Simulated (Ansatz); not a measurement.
The start is a generated cell, TiAl placed in the AFLOW prototype AB_hP8_194_ad_f (B_i, as in TiAs). The cell and all atomic positions are relaxed at zero pressure with r2SCAN (plane waves to 500 eV, PAW, scalar-relativistic; Ansatz, an electronic-structure program). The first steps use a coarse 11×11×3 k-mesh.

Initial structure:
```
TiAl
1.0
    3.47992     0.00000     0.00000
   -1.73996     3.01370     0.00000
    0.00000     0.00000    11.73995
Ti Al
4 4
Cartesian
  0.00000   2.00913   1.46749
  1.73996   1.00457   7.33747
  1.73996   1.00457  10.27246
  0.00000   2.00913   4.40248
  0.00000   0.00000   0.00000
  0.00000   0.00000   5.86997
  0.00000   2.00913   8.80496
  1.73996   1.00457   2.93499
```

| Property | Result |
|---|---|
| Initial pressure | +25.4 GPa (positive: the cell is compressed) |
| Largest initial force | 0.33 eV/Å, on Ti1, Ti2, Ti3, Ti4 (atoms numbered as listed) |
| Energy released | 0.84 eV/atom |
| Volume change | +7.8 %, from 15.39 to 16.60 Å³/atom |
| Shortest distances (start → end) | The closest pairs of elements (up to four, under 3.6 Å), start → end: Al–Ti 2.49 → 2.83 Å; Ti–Ti 2.93 → 2.88 Å; Al–Al 3.48 → 2.88 Å |
| Band gap at the end | no gap (metallic) |
| Optimiser moves | 21 |

Final values are on a 19×19×3 k-mesh of the relaxed cell. No spin polarisation in the result.

The run could not lose the symmetry of its start, so the end can be a saddle point.

The relaxed structure here is a generated cell of TiAl: the first start was made by placing the elements on the sites of a structure type, and the end was not matched to a known phase here, so it may be hypothetical. Known forms of TiAl include space group No. 123.
